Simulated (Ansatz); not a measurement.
Zr2NiAs2 in space group P6_3/mmc (No. 194; Zr on 4f, Ni on 2b, As on 2c, As on 2a), DFT-PBE in the program Ansatz with PAW potentials, all energies at zero smearing, with the estimated change up to a 700 eV cutoff added, with one set of potentials and settings (totals compare only within such a set). Cell of 10 atoms (4 Zr, 2 Ni, 4 As): -47849.653 eV.

```json
[
 {"element": "Zr", "reference phase": "P6_3/mmc, 2 atoms in the cell", "E (eV/atom)": "-4183.8362"},
 {"element": "Ni", "reference phase": "Fm-3m, 1 atoms in the cell, spin-polarised", "E (eV/atom)": "-5839.7239"},
 {"element": "As", "reference phase": "R-3m, 2 atoms in the cell", "E (eV/atom)": "-4856.1377"}
]
```

Formation energy per atom, worked out: (-47849.653 − 4×(-4183.8362) − 2×(-5839.7239) − 4×(-4856.1377))/10 = -1.031 eV/atom (-99 kJ per mol of atoms), at 0 K, without zero-point energy or fitted corrections.

The first step of the workflow began from a Materials Project structure, measured or hypothetical; the Crystallography Open Database copy checked does not list it. Its standing as an ambient phase is unchecked. Symmetry was held in the PBE relaxation; whether a distortion lowers the energy is not shown. No spin polarisation was allowed. The references are the lowest solids computed at this level, not always the standard phases.

Potentials: the later of the program's two PAW sets.
